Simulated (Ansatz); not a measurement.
One crystal and one scan (scan of one atom of the cell) at two levels, PBEsol (plane waves to 420 eV, PAW, scalar-relativistic; Ansatz, a program for electronic structure) and PBE (plane waves to 420 eV, PAW, scalar-relativistic; Ansatz), each from its own relaxed cell and on its own mesh. The cell shown is that of PBEsol.

ZnCu (CsCl type)

```
CELL_PARAMETERS angstrom
      5.81657     0.00000     0.00000
      0.00000     2.90828     0.00000
      0.00000     0.00000     2.90828
ATOMIC_POSITIONS crystal
  Zn 0.00000 0.00000 0.00000
  Zn 0.50000 0.00000 0.00000
  Cu 0.25000 0.50000 0.50000
  Cu 0.75000 0.50000 0.50000
```

In each cell atom 3 (Cu, nearest neighbour Zn at 2.519 Å; its periodic images, 2.9 Å or more away, move with it) moves by s·(1.000, 0.000, 0.000) (along Cartesian x), the rest being held.

The energy includes the smearing's −TS. ZnCu is run without spin polarisation. ZnCu was relaxed with its symmetry unable to fall. With partly filled bands, energies and forces of such displacements shift with the k mesh and the smearing. Percentages come from the unrounded values.

Results of PBEsol:

| Item | Result |
|---|---|
| Lattice constant a (Å) | 2.908 |
| Force constant k = d²E/ds² at s = 0 (finite differences) (eV/Å²) | 5.63 |
| Shape of the curve | a single well with its minimum at or next to zero displacement |

Estimate the PBE values.


```tsv
quantity	PBE	PBEsol − PBE
Lattice constant a (Å)	2.964	-0.056 (-1.9 %)
Force constant k = d²E/ds² at s = 0 (finite differences) (eV/Å²)	4.75	+0.88 (+19 %)
```

PBEsol gives the higher value for: force constant k = d²E/ds² at s = 0. PBEsol gives the lower value for: lattice constant a. Both give the same shape of the curve: a single well with its minimum at or next to zero displacement. Neither level is exact: the differences show how much the result hangs on the functional.

(A displaced cell: forces are minus the slopes of the energy, force constants its curvatures, and phonons follow from these.)
